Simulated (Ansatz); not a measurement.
Spin-resolved density of states of Ni (Im-3m)

The geometry is a structure from the Materials Project, held fixed and not relaxed.

Settings: LDA, 17×17×17 k mesh, Fermi–Dirac smearing of 0.05 eV. LAPW is all-electron LAPW in Ansatz 0.2.0. Site moments are integrated in spheres about the atoms.

The run was typed so:

```yaml
crystal:
  lattice:
    - [-1.38371547, 1.38371547, 1.38371547]
    - [1.38371547, -1.38371547, 1.38371547]
    - [1.38371547, 1.38371547, -1.38371547]
  atoms:
    - { symbol: Ni, position: [0.0, 0.0, 0.0], spin: 0.5 }
magnetization:
  spin_polarized: true
kpoints:
  mp_grid: { grid: [17, 17, 17] }
scf:
  occupations: { method: fermi_dirac, width: 0.05 }
  lower_state_search: "off"
hamiltonian:
  xc: lda
  pseudopotentials: { kind: all_electron, lapw: { basis_error: 0.001 } }
output:
  forces: true
  stress: true
  eigenvalues: false
  populations: true
  dos: { projected: true, de: 0.1, e_range: [-8, 5] }
```

Command: `ansatz run input.yaml --threads 1 --pin off --max-ram 3072MiB --backend cpu --events-out ev --progress --plain --runs-dir out`

Density of states, smoothed by a Gaussian of 0.15 eV:

| E − E_F (eV) | majority (states/eV/cell) | minority (states/eV/cell) |
| --- | --- | --- |
| -7.00 | 0.06 | 0.06 |
| -6.75 | 0.06 | 0.06 |
| -6.50 | 0.07 | 0.07 |
| -6.25 | 0.08 | 0.08 |
| -6.00 | 0.09 | 0.08 |
| -5.75 | 0.10 | 0.09 |
| -5.50 | 0.12 | 0.11 |
| -5.25 | 0.15 | 0.12 |
| -5.00 | 0.21 | 0.15 |
| -4.75 | 0.33 | 0.20 |
| -4.50 | 0.43 | 0.30 |
| -4.25 | 0.54 | 0.39 |
| -4.00 | 0.75 | 0.48 |
| -3.75 | 0.71 | 0.67 |
| -3.50 | 0.58 | 0.69 |
| -3.25 | 1.20 | 0.48 |
| -3.00 | 1.42 | 0.66 |
| -2.75 | 1.34 | 1.34 |
| -2.50 | 1.46 | 1.36 |
| -2.25 | 0.97 | 1.34 |
| -2.00 | 0.49 | 1.37 |
| -1.75 | 0.47 | 0.79 |
| -1.50 | 0.72 | 0.42 |
| -1.25 | 1.29 | 0.44 |
| -1.00 | 1.88 | 0.75 |
| -0.75 | 2.15 | 1.36 |
| -0.50 | 1.71 | 1.94 |
| -0.25 | 0.99 | 2.13 |
| 0.00 | 0.45 | 1.44 |
| 0.25 | 0.20 | 0.93 |
| 0.50 | 0.17 | 0.55 |
| 0.75 | 0.17 | 0.24 |
| 1.00 | 0.16 | 0.19 |
| 1.25 | 0.15 | 0.18 |
| 1.50 | 0.15 | 0.17 |
| 1.75 | 0.14 | 0.16 |
| 2.00 | 0.14 | 0.15 |
| 2.25 | 0.13 | 0.15 |
| 2.50 | 0.13 | 0.14 |
| 2.75 | 0.12 | 0.13 |
| 3.00 | 0.12 | 0.13 |
| 3.25 | 0.11 | 0.12 |
| 3.50 | 0.11 | 0.12 |
| 3.75 | 0.10 | 0.11 |
| 4.00 | 0.10 | 0.10 |
| 4.25 | 0.09 | 0.10 |
| 4.50 | 0.08 | 0.09 |

What spin moment does the cell carry?

0.47 μB. Site moments (μB): Ni 0.48.

How large is the spin polarisation of the states at the Fermi level?

(N↑ − N↓)/(N↑ + N↓) = -55 %, from 0.39 and 1.32 states/eV; these are averaged over the run's smearing, not the smoothing of the table, and they move with the mesh.

Löwdin populations of d and f shells (filled inner shells left out):

```csv
shell,up,down
Ni 3d,4.66,4.17
```

The Ansatz runs typed with the search for lower states off end where their start leads. None of this fixes the real material's magnetic order: only patterns that fit the cell were computed, at zero temperature, with a functional that can overstate moments.
